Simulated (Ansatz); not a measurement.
La$_{2}$WN$_{4}$ in space group I4/mmm (No. 139; La on 4e, W on 2a, N on 4e, N on 4c), plane-wave PAW r²SCAN (Ansatz code), all energies at zero smearing, with the estimated change up to a 700 eV cutoff added, with one set of potentials and settings (totals compare only within such a set). Cell of 7 atoms (2 La, 1 W, 4 N): -24475.255 eV.

| element | reference phase | E (eV/atom) |
|---|---|---|
| La | P6_3/mmc, 4 atoms in the cell | -6264.6784 |
| W | Im-3m, 1 atoms in the cell | -10397.2967 |
| N | Pa-3, 8 atoms in the cell | -384.8315 |

Formation energy per atom, worked out: (-24475.255 − 2×(-6264.6784) − 1×(-10397.2967) − 4×(-384.8315))/7 = -1.325 eV/atom (-128 kJ per mol of atoms), at 0 K, without zero-point energy or fitted corrections.

The start of the workflow was typed in or built on a structure type; neither database checked (COD, Materials Project) lists it. Whether it is the stable phase at ambient conditions was not checked. The r²SCAN relaxation kept the symmetry of its start; its stability against distortions is not shown here. The workflow began spin-polarised and lost its moments. The references are the lowest solids computed at this level, not always the standard phases (solids in place of the gases). Spin–orbit coupling is left out wherever it is not named.

Potentials: the later of the program's two PAW sets.
